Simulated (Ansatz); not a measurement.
Input, command and steps of an Ansatz relaxation.

```yaml
crystal:
  lattice:
    - [3.1093550497, 0.0, 0.0]
    - [-1.5546775248, 2.6927804624, 0.0]
    - [0.0, 0.0, 12.0941160918]
  atoms:
    - { symbol: Ge, position: [0.3333333333, 0.6666666667, 0.6275] }
    - { symbol: Ge, position: [0.6666666667, 0.3333333333, 0.1275] }
    - { symbol: Ge, position: [0.3333333333, 0.6666666667, 0.8725] }
    - { symbol: Ge, position: [0.6666666667, 0.3333333333, 0.3725] }
    - { symbol: Au, position: [0.3333333333, 0.6666666667, 0.25] }
    - { symbol: Au, position: [0.6666666667, 0.3333333333, 0.75] }
basis:
  ecutwfc: 420
kpoints:
  mp_grid: { grid: [6, 6, 2] }
hamiltonian:
  xc: pbe
scf:
  occupations: { method: gaussian, width: 0.1 }
  lower_state_search: "off"
output:
  forces: true
  stress: true
  eigenvalues: true
relax:
  adjacent_minimum: "off"
  f_tol: 0.04
  max_steps: 70
  cell: { stress_tol: 0.4 }
```

```bash
ansatz run input.yaml --threads 1 --pin off --max-ram 2560MiB --backend cpu --events-out ev --progress --plain --runs-dir out
```

These are results of DFT PBE, scalar-relativistic, plane waves, PAW (Ansatz 0.2.0), not measurements.

Of 7 frames 7 are shown, positions in Å and forces in eV/Å; the SCF threshold varies from step to step. Steps run on the plane waves of an earlier cell, with a Pulay correction in the pressure. The basis is chosen afresh for the last frame, the zero of the energies, and at times for earlier ones too; energy and pressure step there, also at an unchanged geometry.

```xyz
6
Lattice="3.1094 0.0000 0.0000 -1.5547 2.6928 0.0000 0.0000 0.0000 12.0941" Properties=species:S:1:pos:R:3:forces:R:3 pbc="T T T" step=1 free_energy_over_end_meV_per_atom=1239.72 pressure_GPa=62.07
Ge    0.0000    1.7952    7.5891    0.0000    0.0000   -7.3479
Ge    1.5547    0.8976    1.5420    0.0000    0.0000   -7.3479
Ge    0.0000    1.7952   10.5521    0.0000    0.0000    7.3479
Ge    1.5547    0.8976    4.5051    0.0000    0.0000    7.3479
Au    0.0000    1.7952    3.0235    0.0000    0.0000    0.0000
Au    1.5547    0.8976    9.0706    0.0000    0.0000    0.0000
6
Lattice="3.2606 0.0000 0.0000 -1.6303 2.8238 0.0000 0.0000 0.0000 12.4409" Properties=species:S:1:pos:R:3:forces:R:3 pbc="T T T" step=2 free_energy_over_end_meV_per_atom=271.35 pressure_GPa=18.08
Ge    0.0000    1.8825    7.6573    0.0000    0.0000   -2.6657
Ge    1.6303    0.9413    1.4369    0.0000    0.0000   -2.6657
Ge    0.0000    1.8825   11.0040    0.0000    0.0000    2.6657
Ge    1.6303    0.9413    4.7836    0.0000    0.0000    2.6657
Au    0.0000    1.8825    3.1102    0.0000    0.0000    0.0000
Au    1.6303    0.9413    9.3307    0.0000    0.0000    0.0000
6
Lattice="3.2244 0.0000 0.0000 -1.6122 2.7925 0.0000 0.0000 0.0000 12.4745" Properties=species:S:1:pos:R:3:forces:R:3 pbc="T T T" step=3 free_energy_over_end_meV_per_atom=55.87 pressure_GPa=7.85
Ge    0.0000    1.8616    7.4772    0.0000    0.0000   -1.0516
Ge    1.6122    0.9308    1.2399    0.0000    0.0000   -1.0516
Ge    0.0000    1.8616   11.2346    0.0000    0.0000    1.0516
Ge    1.6122    0.9308    4.9973    0.0000    0.0000    1.0516
Au    0.0000    1.8616    3.1186    0.0000    0.0000    0.0000
Au    1.6122    0.9308    9.3559    0.0000    0.0000    0.0000
6
Lattice="3.2491 0.0000 0.0000 -1.6245 2.8138 0.0000 0.0000 0.0000 12.3184" Properties=species:S:1:pos:R:3:forces:R:3 pbc="T T T" step=4 free_energy_over_end_meV_per_atom=10.90 pressure_GPa=3.81
Ge    0.0000    1.8759    7.2693    0.0000    0.0000   -0.0951
Ge    1.6245    0.9379    1.1101    0.0000    0.0000   -0.0951
Ge    0.0000    1.8759   11.2083    0.0000    0.0000    0.0951
Ge    1.6245    0.9379    5.0491    0.0000    0.0000    0.0951
Au    0.0000    1.8759    3.0796    0.0000    0.0000    0.0000
Au    1.6245    0.9379    9.2388    0.0000    0.0000    0.0000
6
Lattice="3.3241 0.0000 0.0000 -1.6621 2.8788 0.0000 0.0000 0.0000 12.3484" Properties=species:S:1:pos:R:3:forces:R:3 pbc="T T T" step=5 free_energy_over_end_meV_per_atom=1.56 pressure_GPa=0.04
Ge    0.0000    1.9192    7.3083    0.0000    0.0000   -0.0762
Ge    1.6621    0.9596    1.1341    0.0000    0.0000   -0.0762
Ge    0.0000    1.9192   11.2143    0.0000    0.0000    0.0762
Ge    1.6621    0.9596    5.0401    0.0000    0.0000    0.0762
Au    0.0000    1.9192    3.0871    0.0000    0.0000    0.0000
Au    1.6621    0.9596    9.2613    0.0000    0.0000    0.0000
6
Lattice="3.3218 0.0000 0.0000 -1.6609 2.8768 0.0000 0.0000 0.0000 12.3364" Properties=species:S:1:pos:R:3:forces:R:3 pbc="T T T" step=6 free_energy_over_end_meV_per_atom=1.24 pressure_GPa=0.01
Ge    0.0000    1.9178    7.2907    0.0000    0.0000   -0.0121
Ge    1.6609    0.9589    1.1225    0.0000    0.0000   -0.0121
Ge    0.0000    1.9178   11.2139    0.0000    0.0000    0.0121
Ge    1.6609    0.9589    5.0457    0.0000    0.0000    0.0121
Au    0.0000    1.9178    3.0841    0.0000    0.0000    0.0000
Au    1.6609    0.9589    9.2523    0.0000    0.0000    0.0000
6
Lattice="3.3218 0.0000 0.0000 -1.6609 2.8768 0.0000 0.0000 0.0000 12.3364" Properties=species:S:1:pos:R:3:forces:R:3 pbc="T T T" step=7 free_energy_over_end_meV_per_atom=0.00 pressure_GPa=0.10
Ge    0.0000    1.9178    7.2907    0.0000    0.0000   -0.0116
Ge    1.6609    0.9589    1.1225    0.0000    0.0000   -0.0116
Ge    0.0000    1.9178   11.2139    0.0000    0.0000    0.0116
Ge    1.6609    0.9589    5.0457    0.0000    0.0000    0.0116
Au    0.0000    1.9178    3.0841    0.0000    0.0000    0.0000
Au    1.6609    0.9589    9.2523    0.0000    0.0000    0.0000
```

The start puts this composition into another compound's structure type, which needn't suit it. At the end the space group is P6_3/mmc (tolerance 0.05 Å).

Time: 48 s on 1 thread of Intel(R) Xeon(R) Platinum 8488C (Sapphire Rapids), on a shared host, peak memory 0.47 GiB.

The k mesh is coarse. Spin–orbit coupling is left out, which can shift energies with elements as heavy as these.